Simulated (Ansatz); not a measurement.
TiRh₃: levels along high-symmetry lines

```
Ti Rh
1.0
     3.82200    0.00000    0.00000
     0.00000    3.82200    0.00000
     0.00000    0.00000    3.82200
Ti Rh
1 3
Direct
  0.00000 0.00000 0.00000
  0.00000 0.50000 0.50000
  0.50000 0.00000 0.50000
  0.50000 0.50000 0.00000
```

Atoms are numbered in the order listed.

The geometry is COD entry 1537861, unchecked; take it as a test cell.

Spin polarisation is left out, and whether a magnetic state lies lower isn't shown here.

Method: DFT, LDA, all-electron LAPW, scalar-relativistic in Ansatz 0.2.0.

Sampling and basis: a Γ-centred 10×10×10 k mesh, Fermi–Dirac smearing of 0.03 eV, basis error target 1 meV/atom, no spin polarisation.

Points in fractions of the reciprocal vectors of this cell: Γ (0, 0, 0), X (0, 0.5, 0), M (0.5, 0.5, 0), R (0.5, 0.5, 0.5). The path runs Γ–X–M–Γ–R–X–R–M. Energies are in eV from the Fermi level; (×n) counts levels within 4 meV of each other, which need not be degenerate by symmetry.

Question: Metal or insulator at this level of theory?

Answer: No gap opens: metallic or semimetallic.

Question: Tabulate bands 42 to 49, counted from the lowest band of the run, along the path.

Answer: 
| k (1/Å) | point | band 42 | band 43 | band 44 | band 45 | band 46 | band 47 | band 48 | band 49 |
| --- | --- | --- | --- | --- | --- | --- | --- | --- | --- |
| 0.00 | Γ | -0.17 | -0.17 | 0.86 | 1.33 | 1.33 | 1.33 | 2.69 | 2.69 |
| 0.12 |  | -0.23 | -0.16 | 0.80 | 1.09 | 1.09 | 1.33 | 2.59 | 2.65 |
| 0.23 |  | -0.39 | -0.14 | 0.52 | 0.52 | 0.64 | 1.33 | 2.22 | 2.54 |
| 0.35 |  | -0.63 | -0.15 | -0.15 | -0.11 | 0.39 | 1.33 | 1.46 | 2.16 |
| 0.47 |  | -0.93 | -0.77 | -0.77 | -0.15 | 0.13 | 0.54 | 1.33 | 1.78 |
| 0.59 |  | -1.24 | -1.10 | -1.10 | -0.45 | -0.33 | 0.09 | 1.33 | 1.43 |
| 0.70 |  | -1.49 | -1.11 | -1.11 | -0.98 | -0.76 | 0.11 | 1.18 | 1.18 |
| 0.82 | X | -1.59 | -1.22 | -1.08 | -1.08 | -0.89 | 0.12 | 1.08 | 1.08 |
| 0.94 |  | -1.61 | -1.51 | -1.07 | -0.88 | -0.79 | 0.01 | 0.94 | 1.22 |
| 1.06 |  | -1.82 | -1.67 | -1.05 | -0.86 | -0.49 | -0.24 | 0.65 | 1.45 |
| 1.17 |  | -2.06 | -1.78 | -1.00 | -0.87 | -0.54 | -0.31 | 0.29 | 1.48 |
| 1.29 |  | -2.16 | -1.93 | -0.97 | -0.92 | -0.88 | -0.31 | -0.09 | 1.49 |
| 1.41 |  | -2.08 | -2.06 | -1.23 | -1.16 | -0.83 | -0.51 | -0.42 | 1.48 |
| 1.53 |  | -2.26 | -1.76 | -1.49 | -1.38 | -0.84 | -0.75 | -0.66 | 1.48 |
| 1.64 | M | -2.39 | -1.59 | -1.49 | -1.49 | -1.12 | -0.74 | -0.71 | 1.47 |
| 1.81 |  | -2.15 | -1.80 | -1.48 | -1.34 | -0.83 | -0.63 | -0.54 | 1.54 |
| 1.98 |  | -2.08 | -1.59 | -1.29 | -1.09 | -0.91 | -0.12 | -0.01 | 1.70 |
| 2.14 |  | -1.52 | -1.39 | -1.04 | -1.03 | -0.40 | 0.34 | 0.41 | 1.74 |
| 2.31 |  | -1.39 | -0.77 | -0.74 | -0.45 | 0.09 | 0.69 | 0.75 | 1.95 |
| 2.47 |  | -0.46 | -0.23 | -0.22 | 0.09 | 0.52 | 1.06 | 1.47 | 2.32 |
| 2.64 |  | -0.25 | -0.19 | 0.72 | 0.90 | 0.93 | 1.26 | 2.51 | 2.57 |
| 2.81 | Γ | -0.17 | -0.17 | 0.86 | 1.33 | 1.33 | 1.33 | 2.69 | 2.69 |
| 3.01 |  | -0.24 | -0.24 | 0.67 | 0.72 | 0.72 | 1.23 | 2.24 | 2.54 |
| 3.21 |  | -0.51 | -0.51 | -0.40 | -0.40 | 0.05 | 1.06 | 1.13 | 2.12 |
| 3.42 |  | -1.59 | -1.59 | -0.79 | -0.62 | -0.62 | 0.19 | 1.06 | 1.64 |
| 3.62 |  | -1.71 | -1.71 | -1.60 | -0.89 | -0.89 | -0.13 | 1.00 | 1.50 |
| 3.82 |  | -1.66 | -1.66 | -1.21 | -1.00 | -1.00 | 0.14 | 0.95 | 1.67 |
| 4.03 |  | -1.54 | -1.54 | -0.12 | -0.12 | 0.20 | 0.74 | 0.92 | 1.71 |
| 4.23 | R | -1.54 | -1.54 | 0.90 | 0.90 | 0.90 | 1.02 | 1.13 | 1.13 |
| 4.40 |  | -1.57 | -1.51 | 0.07 | 0.11 | 0.48 | 0.78 | 0.88 | 1.65 |
| 4.56 |  | -1.67 | -1.45 | -1.05 | -0.74 | -0.28 | 0.11 | 0.82 | 1.85 |
| 4.73 |  | -1.95 | -1.64 | -1.48 | -1.24 | -0.89 | -0.20 | 0.72 | 1.91 |
| 4.89 |  | -1.91 | -1.42 | -1.32 | -1.28 | -1.10 | -0.11 | 0.65 | 1.75 |
| 5.06 |  | -1.89 | -1.56 | -1.19 | -0.99 | -0.60 | -0.23 | 0.71 | 1.44 |
| 5.23 |  | -1.62 | -1.60 | -1.11 | -0.88 | -0.63 | -0.10 | 0.94 | 1.18 |
| 5.39 | X | -1.59 | -1.22 | -1.08 | -1.08 | -0.89 | 0.12 | 1.08 | 1.08 |
| 6.56 | R | -1.54 | -1.54 | 0.90 | 0.90 | 0.90 | 1.02 | 1.13 | 1.13 |
| 6.67 |  | -1.57 | -1.50 | 0.40 | 0.40 | 0.71 | 0.85 | 0.88 | 1.59 |
| 6.79 |  | -1.68 | -1.42 | -0.21 | -0.21 | 0.09 | 0.38 | 0.68 | 1.97 |
| 6.91 |  | -1.88 | -1.28 | -0.79 | -0.79 | -0.58 | -0.15 | 0.43 | 2.00 |
| 7.02 |  | -2.00 | -1.28 | -1.28 | -1.23 | -1.10 | -0.59 | 0.11 | 1.85 |
| 7.14 |  | -2.01 | -1.82 | -1.51 | -1.51 | -0.92 | -0.90 | -0.25 | 1.67 |
| 7.26 |  | -2.25 | -1.73 | -1.51 | -1.51 | -1.07 | -0.77 | -0.58 | 1.53 |
| 7.38 | M | -2.39 | -1.59 | -1.49 | -1.49 | -1.12 | -0.74 | -0.71 | 1.47 |
